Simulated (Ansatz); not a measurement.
HfB$_{2}$:
```yaml
crystal:
  lattice:
    - [3.10315, 0.00000, 0.00000]
    - [-1.55158, 2.68741, 0.00000]
    - [0.00000, 0.00000, 3.42198]
  atoms:
    - { symbol: Hf, position: [0.00000, 0.00000, 0.00000] }
    - { symbol: B, position: [0.33333, 0.66667, 0.50000] }
    - { symbol: B, position: [0.66667, 0.33333, 0.50000] }
```

Relaxed with LDA. Special points in fractions of this cell's reciprocal vectors: Γ (0.000, 0.000, 0.000); M (0.500, 0.000, 0.000); K (0.333, 0.333, 0.000); A (0.000, 0.000, 0.500); L (0.500, 0.000, 0.500); H (0.333, 0.333, 0.500).

Task: List the band energies nearest the Fermi level at these points for DFT-LDA in the program Ansatz with PAW potentials.

Result: In eV from the Fermi level; about four levels below and three above (degenerate sets whole), none deeper than 8.9 eV; points with the same levels are listed once.

| k | below | above |
|---|---|---|
| Γ | -3.13 -3.05 -3.05 -2.63 | 4.08 4.08 4.79 4.79 |
| M | -8.84 -4.27 -3.43 -3.03 | 2.28 2.74 5.81 |
| K | -8.17 -8.17 -7.93 -2.67 -2.67 | 1.77 1.77 3.44 |
| A | -8.49 -1.18 -1.18 | 0.20 0.20 0.93 0.93 |
| L | -7.39 -5.16 -4.87 -2.54 | 4.31 4.35 6.40 |
| H | -5.51 -3.17 -3.17 | 4.69 5.59 7.29 7.29 |

Space group P6/mmm. Symmetry was held in the LDA relaxation; of distortions, only those at the zone centre were tested. No spin polarisation was allowed. Scalar-relativistic: spin–orbit coupling is off unless named, which matters more the heavier the elements.

Potentials: the later of the program's two PAW sets.
